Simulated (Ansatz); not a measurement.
A geometry of Be away from equilibrium: the start of the relaxation of a relaxed Be cell, doubled along one cell vector, shaken by Gaussian noise of σ = 0.08 Å a coordinate. These are r2SCAN (plane waves to 500 eV, PAW, scalar-relativistic; Ansatz, a quantum-chemistry and plane-wave program) values and carry that method's errors. Γ-centred k-mesh 9×17×17 on the run's cell (coarser than for final values), Fermi–Dirac smearing 0.05 eV.

```xyz
4
Lattice="0.0000 3.6245 8.5946 1.1406 0.0000 4.2973 1.1406 1.8122 0.0000" Properties=species:S:1:pos:R:3 pbc="T T T"
Be     1.1119     1.8683     1.1472
Be     0.9600     3.6469     5.5742
Be     1.1483     1.7287     7.3760
Be     1.1915     3.6100    11.6449
```

**Question.** What forces act on the atoms (eV/Å)?

**Answer.** 
| atom | Fx | Fy | Fz |
|---|---|---|---|
| Be1 | -0.53 | 0.16 | 0.17 |
| Be2 | 1.34 | -0.08 | -0.55 |
| Be3 | -0.10 | 0.35 | -0.14 |
| Be4 | -0.71 | -0.44 | 0.52 |

**Question.** What is the pressure?

**Answer.** +1.0 GPa, compression positive.

No spin polarisation in the result.

Of the parent cell (Fmmm (No. 69)): it is a generated cell of Be: the first start was made by placing the elements on the sites of a structure type, and the end was not matched to a known phase here, so it may be hypothetical. Known forms of Be include space group No. 194.
